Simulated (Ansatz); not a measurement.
A generator proposed this cell of Ga3SbAs2.

```yaml
crystal:
  lattice:
    - [-1.98874, 1.98874, 8.43749]
    - [1.98874, -1.98874, 8.43749]
    - [1.98874, 1.98874, -8.43749]
  atoms:
    - { symbol: Ga, position: [0.83333, 0.83333, 0.00000] }
    - { symbol: Ga, position: [0.50000, 0.50000, 0.00000] }
    - { symbol: Ga, position: [0.16667, 0.16667, 0.00000] }
    - { symbol: Sb, position: [0.75000, 0.25000, 0.50000] }
    - { symbol: As, position: [0.41667, 0.91667, 0.50000] }
    - { symbol: As, position: [0.08333, 0.58333, 0.50000] }
```

Level of theory: Ansatz, DFT PBE, scalar-relativistic, plane waves, PAW. Plane waves to 420 eV, a k mesh through Γ of 6×6×6 on the computed 6-atom cell and Gaussian smearing (0.10 eV); no spin polarisation.

Formation energies are uncorrected and refer to the elements' standard structures at the same level.

Q: Estimate its pressure, forces and energy as it stands.

A: The pressure is 12.0 GPa (the mean over three directions, positive in compression), the largest force is 1.79 eV/Å, and the energy is −0.11 eV/atom against the elements. The shortest distance is 2.44 Å.

Q: Is it a good guess?

A: A fair one: relaxing gains about 0.15 eV/atom (the start's value is from the coarse mesh, so the gain is rough) in 8 ionic steps and ends at −0.26 eV/atom on the finer mesh. The symmetry stays I-4m2 (No. 119). The volume per atom grows by 15.7 %, from 22.2 to 25.7 Å³. The shortest distance goes from 2.44 Å (Ga–As and Ga–Sb) to 2.52 Å (Ga–As). Conventional cell: a = 4.176 Å, c = 17.711 Å. Ga on a site of symmetry 2mm is surrounded by 2 As at 2.52 Å and 2 Sb at 2.64 Å; Sb has 4 Ga at 2.64 Å; As is surrounded by 4 Ga at 2.52 Å; 1 more site not described.

The last run used a 12×12×12 mesh for its 6-atom cell and Gaussian smearing of 0.10 eV. These runs have no spin–orbit coupling, which can matter for Sb. The reference form of As is held partly by dispersion forces, which this level lacks. The relaxation can't lower the symmetry of the start, and the grade says only how near the guess is to its own end. Symmetry constrained the relaxation, so the result can be a saddle point.
